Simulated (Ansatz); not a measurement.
ZnS (space group R3m)

```xyz
6
Lattice="1.8919 1.0923 9.2999 -1.8919 1.0923 9.2999 0.0000 -2.1846 9.2999" Properties=species:S:1:pos:R:3 pbc="T T T"
Zn     0.0000     0.0000     0.0004
Zn     0.0000     0.0000    21.6977
Zn     0.0000     0.0000    15.4963
S      0.0000     0.0000    25.5767
S      0.0000     0.0000    13.1735
S      0.0000     0.0000    19.3793
```

Two coordinates are scanned: the volume, and the ratio of the stretch along z (the conventional c axis) to the stretch across it. Atoms keep their fractional coordinates.

Computed with PBEsol (plane waves to 420 eV, PAW, scalar-relativistic; Ansatz, a program for electronic structure). k mesh 10×10×10 (Γ-centred), Fermi-Dirac smearing 0.05 eV. E stands for the smeared free energy. As the atoms are clamped, bonds stretch with the cell, which overstates energies and stresses. This is one of several known forms of ZnS; the measured ambient cells at hand have space group No. 186 or 216. ZnS was relaxed with its symmetry unable to fall. ΔE is measured from the relaxed starting cell.

| ΔE (meV/atom) | V/V₀ = 0.920 | V/V₀ = 0.960 | V/V₀ = 1.000 | V/V₀ = 1.040 | V/V₀ = 1.080 |
|---|---|---|---|---|---|
| (c/a)/(c/a)₀ = 0.960 | 48.4 | 19.9 | 10.4 | 16.2 | 34.3 |
| (c/a)/(c/a)₀ = 0.980 | 38.5 | 11.0 | 2.5 | 9.2 | 28.1 |
| (c/a)/(c/a)₀ = 1.000 | [?] | [?] | 0.0 | 7.0 | 26.2 |
| (c/a)/(c/a)₀ = 1.020 | 37.9 | 10.6 | 2.3 | 9.1 | 28.2 |
| (c/a)/(c/a)₀ = 1.040 | 45.9 | 17.9 | 8.9 | 15.1 | 33.6 |

Complete the blanks.


- (c/a)/(c/a)₀ = 1.000, V/V₀ = 0.920: 35.2
- (c/a)/(c/a)₀ = 1.000, V/V₀ = 0.960: 8.2

(A scan under strain: stresses follow from slopes of the energy per volume, elastic moduli from its curvatures.)
